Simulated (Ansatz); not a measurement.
Space group Fm-3m (No. 225). a = 4.996 Å, b = 4.996 Å, c = 4.996 Å, α = 90.00°, β = 90.00°, γ = 90.00°
```json
{"atom": "Pb", "site": "4a", "symmetry": "m-3m", "x": "0.0000", "y": "0.0000", "z": "0.0000"}
```

Equation of state of this Pb structure (not necessarily the ground state), with shape and atoms relaxed at each volume where symmetry leaves them free. It has no gap at any of these volumes. Computed with DFT r2SCAN, scalar-relativistic, plane waves, PAW (Ansatz).

Settings: cutoff 500 eV, Γ-centred mesh 14×14×14 on the computed 1-atom cell, Gaussian smearing of 0.10 eV; no spin polarisation.

```tsv
V (Å³/atom)	E − E(largest V) (meV/atom)	P (GPa)
29.297	3.56	3.18
30.232	-9.70	1.44
31.167	-13.64	0.00
32.102	-9.96	-1.20
33.037	0.00	-2.20
```

Question: Fit a third-order Birch–Murnaghan equation to E(V).

Answer: V0 = 31.15 Å³/atom, B0 = 44 GPa, B0' = 5.5.

Spin-orbit coupling is left out, which matters for the bands of heavy elements.

Cost: 5 runs of about 0.66 core-minutes in all, on Arm Neoverse V2 (shared hosts).